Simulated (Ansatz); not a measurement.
YZn5:
```yaml
crystal:
  lattice:
    - [5.26781, 0.00000, 0.00000]
    - [-2.63391, 4.56206, 0.00000]
    - [0.00000, 0.00000, 4.13127]
  atoms:
    - { symbol: Zn, position: [0.50000, 0.00000, 0.50000] }
    - { symbol: Zn, position: [0.50000, 0.50000, 0.50000] }
    - { symbol: Zn, position: [0.00000, 0.50000, 0.50000] }
    - { symbol: Zn, position: [0.33333, 0.66667, 0.00000] }
    - { symbol: Zn, position: [0.66667, 0.33333, 0.00000] }
    - { symbol: Y, position: [0.00000, 0.00000, 0.00000] }
```

Relaxed with r²SCAN.

Task: Map the valence electron density (e/Å³), cut off at 2 on the plane through (0.333, 0.667, 0.000) spanned by u = [1, 1, 0] and v = [1, -1, 0] in lattice vectors, from DFT-r²SCAN in the program Ansatz with PAW potentials.

Result: x is the fraction of u, y of v (the angle between them is 90°; rows are the nearest grid lines); atoms in the plane: Zn at (0.00, 0.00), Zn at (0.50, 0.50), Zn at (0.00, 0.33), Zn at (0.50, 0.83), Y at (0.00, 0.67), Y at (0.50, 0.17).
```
|999921000000000000000129999|
|999310000000000000000013999|
|543100000001222100000001345|
|000000000149999941000000000|
|000000001299999992100000000|
|221000000136999631000000122|
|764210000012333210000012467|
|999941000000000000000149999|
|999951000000000000000159999|
|998420000001111100000024899|
|543100000013454310000001345|
|000000000279999972000000000|
|000000000279999972000000000|
|221000000013454310000000122|
|974210000001111100000012479|
|999820000000000000000028999|
|999620000000000000000026999|
|332100000124676421000001233|
|110000000269999962000000011|
|000000001699999996100000000|
|000000001499999994100000000|
|543100000013454310000001345|
|999310000000111000000013999|
|999921000000000000000129999|
```
Scale: ten equal steps from 0.122 (start of '0') to 2.00 (end of '9'), in the order '0123456789'; x runs from 0.000 to 1.00, y from 0.000 (bottom) to 1.00 (top).

The density is the valence pseudo-density with augmentation charge, so density and ELF within about 1 Å of a nucleus are not all-electron values.

Space group P6/mmm. The workflow started from an entry of the Crystallography Open Database (COD). Whether it is the stable phase at ambient conditions was not checked. Symmetry was held in the r²SCAN relaxation; its stability against distortions is not shown here. No spin polarisation was allowed.

Potentials: the later of the program's two PAW sets.
